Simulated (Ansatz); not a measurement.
## LaTe: levels along high-symmetry lines

```
La Te
1.0
     0.00000    3.21100    3.21100
     3.21100    0.00000    3.21100
     3.21100    3.21100    0.00000
La Te
1 1
Direct
  0.00000 0.00000 0.00000
  0.50000 0.50000 0.50000
```

Atom numbers follow the list: La1, Te2.

Conventional cell: a = 6.422 Å, b = 6.422 Å, c = 6.422 Å, α = 90.00°, β = 90.00°, γ = 90.00°. La (atom 1) has 6 Te at 3.21 Å as nearest neighbours. Te (atom 2) is surrounded by 6 La at 3.21 Å.

The cell is COD entry 1537884, as deposited and not checked against the literature; nothing was relaxed.

Spin–orbit coupling is left out, though it moves levels of the heavy atoms by tenths of an eV or more.

Method: Ansatz 0.2.0, DFT, LDA, all-electron LAPW, scalar-relativistic.

Numerical set-up: a Γ-centred 10×10×10 k mesh, Fermi–Dirac smearing of 0.08 eV, basis error target 1 meV/atom, no spin polarisation.

Points in fractions of the reciprocal vectors of this cell: Γ (0, 0, 0), X (0.5, 0, 0.5), U (0.625, 0.25, 0.625), K (0.375, 0.375, 0.75), L (0.5, 0.5, 0.5), W (0.5, 0.25, 0.75). The path joins them by straight lines in the order Γ–X–U–K–Γ–L–W–X; legs that retrace an earlier one aren't tabulated. Energies are in eV from the Fermi level.

(1) Is there a gap?

(2) List the levels between -8 and 0.5 eV at the symmetry points.

Results:

(1) none: with an odd electron count and no spin polarisation the bands can't all be full, a metal in this set-up (spin order or a larger cell could open a gap).

(2) 
Γ: -2.30 (×3), -0.02 (×3)
X: -3.61, -2.69 (×2), -1.61
U: -3.96, -3.58, -3.32, -0.40
K: -3.96, -3.58, -3.32, -0.40
L: -5.25, -3.89 (×2)
W: -4.02, -3.48 (×2), 0.44 (×2)
